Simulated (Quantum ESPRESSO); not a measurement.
pw.x input (Quantum ESPRESSO 7.5; PBEsol, PseudoDojo standard norm-conserving files, scalar-relativistic):

```
&CONTROL
  calculation = 'scf'
  pseudo_dir = './pseudo'
  outdir = './out'
  tprnfor = .true.
  tstress = .true.
/
&SYSTEM
  ibrav = 0
  nat = 6
  ntyp = 3
  ecutwfc = 72.0
  ecutrho = 288.0
  occupations = 'smearing'
  smearing = 'fd'
  degauss = 0.002
  nbnd = 19
/
&ELECTRONS
  conv_thr = 6e-10
/
ATOMIC_SPECIES
H 1.0080 H.upf
I 126.9045 I.upf
Ba 137.3270 Ba.upf
CELL_PARAMETERS angstrom
  4.536400155000   0.000000000000   0.000000000000
 -2.268200078000   3.928637776000   0.000000000000
  0.000000000000   0.000000000000   8.119550000000
ATOMIC_POSITIONS crystal
H   0.666666667000   0.333333333000   0.356100000000
H   0.333333333000   0.666666667000   0.643900000000
H   0.000000000000   0.000000000000   0.500000000000
I   0.000000000000   0.000000000000   0.000000000000
Ba   0.666666667000   0.333333333000   0.684720000000
Ba   0.333333333000   0.666666667000   0.315280000000
K_POINTS automatic
9 9 4 0 0 0
```

End of the output:

```

[...]
     the Fermi energy is     6.5631 ev
!    total energy              =    -141.76331444 Ry
     estimated scf accuracy    <          5.0E-10 Ry
     smearing contrib. (-TS)   =      -0.00000000 Ry
     internal energy E=F+TS    =    -141.76331444 Ry
     The total energy is F=E-TS. E is the sum of the following terms:
     one-electron contribution =     -14.73638562 Ry
     hartree contribution      =      17.23182275 Ry
     xc contribution           =     -36.13487084 Ry
     ewald contribution        =    -108.12388074 Ry
     convergence has been achieved in   9 iterations
     Forces acting on atoms (cartesian axes, Ry/au):
     atom    1 type  1   force =     0.00000000    0.00000000    0.00215564
     atom    2 type  1   force =     0.00000000    0.00000000   -0.00215564
     atom    3 type  1   force =     0.00000000    0.00000000    0.00000000
     atom    4 type  2   force =     0.00000000   -0.00000000    0.00000000
     atom    5 type  3   force =     0.00000000    0.00000000   -0.00171129
     atom    6 type  3   force =     0.00000000    0.00000000    0.00171129
     Total force =     0.003892     Total SCF correction =     0.000082
     Computing stress (Cartesian axis) and pressure
          total   stress  (Ry/bohr**3)                   (kbar)     P=      -20.36
  -0.00013831  -0.00000000   0.00000000          -20.35       -0.00        0.00
  -0.00000000  -0.00013831   0.00000000           -0.00      -20.35        0.00
   0.00000000   0.00000000  -0.00013863            0.00        0.00      -20.39
```
In a gapped system the printed Fermi energy is only some level inside the gap.

Spin-orbit coupling is not included.

Geometry of the Materials Project entry, not relaxed at this level.
